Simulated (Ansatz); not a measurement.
Starting cell, Ru (hcp, Mg type):

```yaml
crystal:
  lattice:
    - [2.72216, 0.00000, 0.00000]
    - [-1.36108, 2.35746, 0.00000]
    - [0.00000, 0.00000, 4.29083]
  atoms:
    - { symbol: Ru, position: [0.33333, 0.66667, 0.75000] }
    - { symbol: Ru, position: [0.66667, 0.33333, 0.25000] }
```

Scan: atom 2 (Ru, nearest neighbour Ru at 2.659 Å; its periodic images, 2.7 Å or more away, move with it) is displaced along Cartesian x, direction (1.000, 0.000, 0.000) in Cartesian axes, by s. The other atoms stay.

The numbers are results of PBE (plane waves to 420 eV, PAW, scalar-relativistic; Ansatz, an electronic-structure program), not measurements. k mesh 16×16×9 (Γ-centred), Fermi-Dirac smearing 0.05 eV. Energies are smeared free energies. With partly filled bands, energies and forces of such displacements shift with the k mesh and the smearing. Ru is run without spin polarisation. Ru was relaxed with its symmetry unable to fall. ΔE is measured from the undisplaced structure.

The scan covers s from -0.800 to 0.800 Å in 11 points.

Is this a single well or a double well?

A single well with its minimum at or next to zero displacement.

Is the energy the same for equal positive and negative displacements?

Even: the same for both signs. With its periodic images moving along, the atom's site symmetry in this cell is -6m2.

What is the energy change at s = 0.800 Å?

1362 meV/cell.

What force acts on the atom along the line at s = -0.800 Å?

1.35 eV/Å.

What is the force constant k = d²E/ds² of this move at s = 0?

7.04 eV/Å².

(For displaced atoms, the force is minus the slope of the energy, and its curvature is a force constant, which sets phonon frequencies.)
